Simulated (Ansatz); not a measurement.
Sc₆Te₂Rh in space group P-62m (No. 189; Sc on 3f, Sc on 3g, Rh on 1b, Te on 2c) under volume change, plane-wave PAW r²SCAN (Ansatz code), shape and atoms relaxed at each volume.

| V (Å³/atom) | E − E(relaxed) (meV/atom) | P (GPa) |
|---|---|---|
| 20.056 | 51.2 | 9.00 |
| 20.717 | 21.4 | 5.49 |
| 21.379 | 5.1 | 2.52 |
| 22.040 | 0.0 | 0.00 |
| 22.701 | 4.5 | -2.14 |
| 23.362 | 17.2 | -3.96 |
| 24.023 | 36.8 | -5.49 |

Q: What does a third-order Birch–Murnaghan fit give for V₀, B₀ and B′?

A: V₀ = 22.04 Å³/atom, B₀ = 77.2 GPa, B′ = 4.5.

The workflow started from an entry of the Crystallography Open Database (COD). Its standing as an ambient phase is unchecked. Symmetry was held in the r²SCAN relaxation; whether a distortion lowers the energy is not shown. The run is not spin-polarised. Spin–orbit coupling is left out wherever it is not named.

Potentials: the later of the program's two PAW sets.
